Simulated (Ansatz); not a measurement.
Crystals of one structure type (zinc blende), relaxed and computed with the program Ansatz at the r²SCAN level (PAW); HSE06 gaps on those cells.

```
crystal  a (Å)  gap (eV)  B₀ by P(V) fit (GPa)  K_Hill (GPa)  Θ_D (K)  HSE06 gap (eV)
-------  -----  --------  --------------------  ------------  -------  --------------
BN       3.610      5.00                   392           392     1940            5.79
BP       4.537      1.41                   169           169     1100            1.96
BAs      4.784      1.37                   141           141      701            1.83
GaAs     5.666      0.96                  72.3          72.4      350            1.36
InAs     6.108      0.08                  57.2          57.8      248            0.36
```

All cells were relaxed under the symmetry of their starts (and spin orders); stability against distortions was not tested throughout. Spin–orbit coupling is left out wherever it is not named.

Potentials: the later of the program's two PAW sets.
